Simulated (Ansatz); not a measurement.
# CuF2 (P4_2/mnm): electronic heat capacity from the density of states

The calculation used DFT PBEsol, scalar-relativistic, plane waves, PAW (Ansatz).

Cutoff 420 eV; k points 12×8×8 on the computed 6-atom cell (Γ-centred); Gaussian smearing, width 0.10 eV; collinear spin from starting moments 0.81 0.81 0.15 0.15 0.15 0.15 μB.

Relaxed cell: P4_2/mnm, a = 4.660 Å, b = 4.660 Å, c = 3.093 Å, α = 90.00°, β = 90.00°, γ = 90.00°, 6 atoms in the primitive cell. Whether it is the stable form of this composition wasn't checked.

The density of states at the Fermi level is 2.471 states/eV in the cell of 6 atoms (2 formula units; both spins, tetrahedra on a 18×12×12 mesh). The run ends with a moment of 2.00 μB a cell (largest on a site 0.73 μB), and the figure is for this state; a paramagnetic sample can have a quite different one. Another magnetic order, if the compound takes it, can change N(E_F) and the shape of the cell a good deal, and may open a gap, where γ is close to zero.

Q: What Sommerfeld coefficient does this give?

A: Per formula unit N(E_F) = 1.235 states/eV. γ = (π²/3) k_B² N(E_F) N_A = 2.357 mJ/(mol K²) per state/eV, so γ = 2.9 mJ/(mol K²), a mole of formula units. This is the bare band result: a measured γ of the same phase and magnetic order is as a rule larger by a factor 1 + λ from phonons and spin fluctuations. N(E_F) at one energy is sensitive to the mesh where the density of states has sharp peaks.

Only this magnetic start was tried.

Cost: 1 run of about 6.1 core-minutes, on Intel Xeon Platinum 8259CL (Skylake/Cascade Lake) (shared hosts).